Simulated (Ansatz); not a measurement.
KF:
```cif
data_F4K4
_chemical_formula_sum 'K4 F4'
_space_group_name_H-M_alt 'Fm-3m'
_space_group_IT_number 225
_space_group_name_Hall '-F 4 2 3'
_cell_length_a 5.42075
_cell_length_b 5.42075
_cell_length_c 5.42075
_cell_angle_alpha 90.000
_cell_angle_beta 90.000
_cell_angle_gamma 90.000
loop_
_atom_site_label
_atom_site_type_symbol
_atom_site_symmetry_multiplicity
_atom_site_Wyckoff_symbol
_atom_site_fract_x
_atom_site_fract_y
_atom_site_fract_z
_atom_site_occupancy
K1 K 4 a 0.00000 0.00000 0.00000 1
F1 F 4 b 0.50000 0.50000 0.50000 1
```
(The calculation used a cell of 2 atoms; values per cell refer to that cell.)

Relaxed with PBE. Independent-particle spectrum: no excitons, no local fields, no scissors shift; 0.1 eV broadening; ε₁ of the summed bands alone.

### Question
Tabulate the dielectric function from DFT-PBE in the program Ansatz with PAW potentials.

### Answer


```
E (eV)  ε₁ xx  ε₂ xx
------  -----  -----
0.0      1.96   0.00
0.4      1.96   0.00
0.8      1.96   0.00
1.2      1.96   0.00
1.6      1.97   0.00
2.0      1.98   0.00
2.4      1.99   0.00
2.8      2.01   0.00
3.2      2.03   0.00
3.6      2.05   0.00
4.0      2.08   0.00
4.4      2.12   0.00
4.8      2.17   0.00
5.2      2.23   0.00
5.6      2.33   0.00
6.0      2.56   0.10
6.4      2.52   0.33
6.8      2.48   0.42
7.2      2.46   0.49
7.6      2.47   0.54
8.0      2.53   0.58
8.4      2.69   0.87
8.8      2.54   1.10
9.2      2.42   1.29
9.6      2.20   1.43
10.0     2.01   1.78
10.4     0.65   1.42
10.8     1.48   0.25
11.2     2.10   1.08
11.6     1.50   1.49
12.0     1.15   0.57
```

### Question
From ε at 6.5 eV (xx: 2.51 + 0.36i), find n, k, the normal reflectivity and the absorption coefficient.

### Answer
n = 1.59, k = 0.113, R = 5 %, α = 2kE/ħc = 74000 cm⁻¹.

With all bands, ε∞ without local fields is 2.07. DFPT, with local fields, gives 1.96.

Symmetry was held in the PBE relaxation; phonons on a q-mesh show no instability.

Potentials: the later of the program's two PAW sets.
